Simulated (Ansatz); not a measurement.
The relaxed structure here is a generated cell of CdSe: the first start was made by placing the elements on the sites of a structure type, and the end was not matched to a known phase here, so it may be hypothetical. Known forms of CdSe include space group No. 186, 216.

A structure of CdSe relaxed with PBEsol (plane waves to 420 eV, PAW, scalar-relativistic; Ansatz, an electronic-structure program); single points at other levels follow on the same geometry (Ansatz, PAW; HSE06 at 420 eV on a 6×6×2 k-mesh; no spin-orbit coupling). Space group P6₃/mmc (No. 194).

CdSe is modelled in the hexagonal space group P6₃/mmc (No. 194), Pearson symbol hP8. Lattice parameters: a = b = 3.9843 Å, c = 13.0405 Å, α = β = 90.00°, γ = 120.00°. Cd on 4f is surrounded by 6 Se at 2.811–2.828 Å (octahedral). Se1 on 2a is surrounded by 6 Cd at 2.811 Å (octahedral). Se2 on 2d has 6 Cd at 2.828 Å (trigonal prismatic). (Neighbours: up to the widest gap in distance over summed covalent radii, below 1.35, at either atom; cation-cation and far metal-metal contacts left out.)

```json
[
 {"level": "PBEsol", "gap (eV)": "0.07", "kind": "indirect", "conduction minimum": "Γ"},
 {"level": "HSE06", "gap (eV)": "(withheld)", "kind": "–", "conduction minimum": "(withheld)"}
]
```

**Question.** Complete the blanks.

**Answer.** 
- HSE06, gap (eV): 1.00
- HSE06, conduction minimum: M

HSE06 gaps come from a coarse mesh plus a few chosen points, so they may be too large. No spin polarisation in the result.

The run could not lose the symmetry of its start: the end is stationary, and may be a saddle point rather than a minimum.
